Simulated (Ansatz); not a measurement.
An inverse problem

Cell vectors (Å):

```
4.0235 0.0000 0.0000
0.0000 4.0235 0.0000
0.0000 0.0000 4.0235
```

```
atom       a       b       c
   X  0.0000  0.0000  0.0000
  Hg  0.5000  0.5000  0.5000
```

Computed with LDA, PAW on Ansatz 0.2.0's default frozen-core files (fitted under PBE), scalar-relativistic. k mesh 10×10×10, strains of ±0.008, Fermi-Dirac smearing of 0.050 eV.

Elastic constants of a crystal by Kohn-Sham DFT: slopes of the stress over finite engineering strains of the given cell, Voigt indices, Cartesian axes as in the cell vectors.

| index | elastic (GPa) |
| --- | --- |
| 11 | 53.9 |
| 12 | 22.5 |
| 44 | 21.1 |

Question: All X atoms are one element. Which one was computed?

Answer: Ba; the crystal is BaHg (Pm-3m, a database entry that needn't be its stable phase).

Limits of these numbers: frozen-core PAW files fitted under PBE, their cores solved anew for the functional of the run; responses of metals move with mesh and smearing; no spin-orbit coupling on heavy atoms.
